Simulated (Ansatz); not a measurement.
LiAg:
```
LiAg
1.0
    3.10960     0.00000     0.00000
    0.00000     3.10960     0.00000
    0.00000     0.00000     3.10960
Li Ag
1 1
Direct
  0.00000   0.00000   0.00000
  0.50000   0.50000   0.50000
```

Relaxed with PBEsol. Special points in fractions of this cell's reciprocal vectors: Γ (0.000, 0.000, 0.000); X (0.000, 0.500, 0.000); M (0.500, 0.500, 0.000); R (0.500, 0.500, 0.500).

Q: List the band energies nearest the Fermi level at these points for plane-wave PAW PBEsol (Ansatz code).

A: In eV from the Fermi level; about four levels below and three above (degenerate sets whole), none deeper than 8.9 eV; points with the same levels are listed once.

```tsv
k	below	above
Γ	-5.50 -5.50 -3.94 -3.94 -3.94	7.01 7.01 7.01
X	-4.53 -4.53 -3.89 -1.61 -1.43	11.62 11.81 11.81
M	-5.10 -4.39 -4.39 -3.44	0.02 0.02 2.60
R	-5.51 -5.51 -5.51 -3.41 -3.41	4.43 4.43 4.43
```

Space group Pm-3m (CsCl type). The workflow started from an entry of the Crystallography Open Database (COD). Its standing as an ambient phase is unchecked. Symmetry was held in the PBEsol relaxation; whether a distortion lowers the energy is not shown. No spin polarisation was allowed. Scalar-relativistic: spin–orbit coupling is off unless named, which matters more the heavier the elements.

Potentials: the later of the program's two PAW sets.
